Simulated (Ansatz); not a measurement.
# V5S4 (I4/m), rigid cleavage

Computed with DFT PBEsol, scalar-relativistic, plane waves, PAW in Ansatz. Settings: plane waves to 420 eV, k-mesh 13×6×3 (Γ-centred), Gaussian smearing 0.15 eV. No spin polarisation. Energies are free energies at this smearing, counted from the undisturbed cell; pressure is positive in compression.

The undisturbed cell (relaxed at this level; it needn't be the usual structure):

```
V S
1.0
     0.00000    0.00000   -3.11570
    -4.42883   -4.42883   -1.55785
    -8.85765    8.85765    0.00000
V S
10 8
Direct
  0.96029 0.07942 0.41107
  0.46029 0.07942 0.91107
  0.16107 0.67786 0.28971
  0.66107 0.67786 0.78971
  0.03971 0.92058 0.08893
  0.53971 0.92058 0.58893
  0.83893 0.32214 0.21029
  0.33893 0.32214 0.71029
  0.00000 0.00000 0.75000
  0.50000 0.00000 0.25000
  0.89491 0.21017 0.58262
  0.39491 0.21017 0.08262
  0.33262 0.33475 0.35509
  0.83262 0.33475 0.85509
  0.10509 0.78983 0.91738
  0.60509 0.78983 0.41738
  0.66738 0.66525 0.14491
  0.16738 0.66525 0.64491
```

The cut lies on the cell's a–b face, a (-1 -1 0) plane (indices in the standard cell, whose axes needn't be the Cartesian ones shown) of area 19.51 Å², between layers 2.07 Å apart. Vector c is lengthened by d along the normal with the atoms' Cartesian places fixed: one unrelaxed cut a cell. The cell is metallic on the mesh throughout.

| d (Å) | energy (J/m²) | traction dE/dd (GPa) |
| --- | --- | --- |
| 0.00 | 0.00 | -0.1 |
| 0.50 | 0.79 | 20.8 |
| 1.00 | 1.65 | 12.6 |
| 2.00 | ? | ? |
| 3.00 | 2.44 | 0.6 |
| 6.00 | 2.47 | 0.0 |

Task: Give the withheld values.

Result: energy (J/m²) at d (Å) = 2.00: 2.30; traction dE/dd (GPa) at d (Å) = 2.00: 2.7.

Cost: 6 runs of about 20 core-minutes in all, on Intel Xeon (Skylake/Cascade Lake) (shared hosts).